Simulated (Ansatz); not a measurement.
BAs:
```xyz
6
Lattice="3.4588 0.0000 0.0000 -1.7294 2.9954 0.0000 0.0000 0.0000 7.4815" Properties=species:S:1:pos:R:3 pbc="T T T"
B     -0.8647     1.4977     2.4938
B      0.8647     1.4977     4.9877
B      1.7294     0.0000     0.0000
As    -0.8647     1.4977     6.2346
As     0.8647     1.4977     1.2469
As     1.7294     0.0000     3.7407
```

Relaxed with PBE. Special points in fractions of this cell's reciprocal vectors: Γ (0.000, 0.000, 0.000); M (0.500, 0.000, 0.000); K (0.333, 0.333, 0.000); A (0.000, 0.000, 0.500); L (0.500, 0.000, 0.500); H (0.333, 0.333, 0.500).

**Question.** List the band energies nearest the valence-band maximum at these points for PBE with spin–orbit coupling in the plane-wave PAW code Ansatz.

**Answer.** In eV from the valence-band maximum; about four levels below and three above (degenerate sets whole), none deeper than 8.9 eV; points with the same levels are listed once.

```
k                    below                     above
-  -----------------------  ------------------------
Γ    -0.92 -0.92 0.00 0.00       2.15 2.15 2.15 2.15
M  -2.73 -2.73 -2.42 -2.42       0.47 0.47 0.66 0.66
K  -2.55 -2.55 -2.50 -2.49       0.61 0.61 2.32 2.32
A  -1.09 -1.09 -0.68 -0.68       1.95 1.95 2.50 2.50
L  -3.28 -3.28 -2.89 -2.89       1.78 1.78 2.18 2.18
H  -3.12 -3.12 -2.64 -2.64  2.70 2.70 3.52 3.52 3.52
```

Space group P6_422. The start of the workflow was typed in or built on a structure type; neither database checked (COD, Materials Project) lists it. It is not the phase usual at ambient conditions (space group No. 216). The PBE relaxation kept the symmetry of its start; whether a distortion lowers the energy is not shown. Its formation energy is positive at this level, so the cell may be metastable or incomplete.

Potentials: the earlier of the program's two PAW sets.
